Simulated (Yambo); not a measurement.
G0W0@PBEsol for CO₂ (space group Pa-3, No. 205) in Yambo. Reference settings: 2×2×2 Γ-centred k mesh, 307 bands and a 8 Ry block in the screening, 307 bands in G with the Bruneval-Gonze terminator, plasmon pole fitted at 27.2 eV. The PBEsol gap Γ → Γ on this mesh is 6.82 eV; G0W0 gaps are taken between the same points.

The settings were changed. The gap went from 10.44 eV to 10.46 eV, and the shift of the valence edge from -2.16 eV to -2.11 eV.

### Question
Which change was made?
A) 197 bands in W, 197 bands in G
B) pole fitted at 10 eV
C) 112 bands in G, no terminator
D) no terminator

### Answer
A, 197 bands in W, 197 bands in G. The others gave (gap, valence shift): no terminator: 10.36, -1.97 eV; pole fitted at 10 eV: 10.35, -2.02 eV; 112 bands in G, no terminator: 10.17, -1.55 eV.

Geometry of the Materials Project entry, not relaxed at this level; primitive cell a = b = c = 5.497 Å, α = β = γ = 90.00°.

A shift is the quasiparticle energy of the state minus its PBEsol energy.
